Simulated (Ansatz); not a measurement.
Question: Bi (A7 (α-As type), R-3m) is relaxed with the program Ansatz at the r²SCAN level (PAW). What lattice parameters of the conventional cell result?

Answer: a = 4.535 Å, c = 12.372 Å.

Question: Give the free coordinates with the occupied sites.

Answer: In one choice of origin and axes:

```json
[
 {"atom": "Bi", "site": "6c", "symmetry": "3m", "x": "0.0000", "y": "0.0000", "z": "0.2316"}
]
```

The cell was relaxed with r²SCAN under the symmetry of its start. Axis ratios of metals converge slowly with the k-mesh, so a and c are less sure than the volume. Scalar-relativistic: spin–orbit coupling is off unless named, which matters more the heavier the elements.

Potentials: the earlier of the program's two PAW sets.
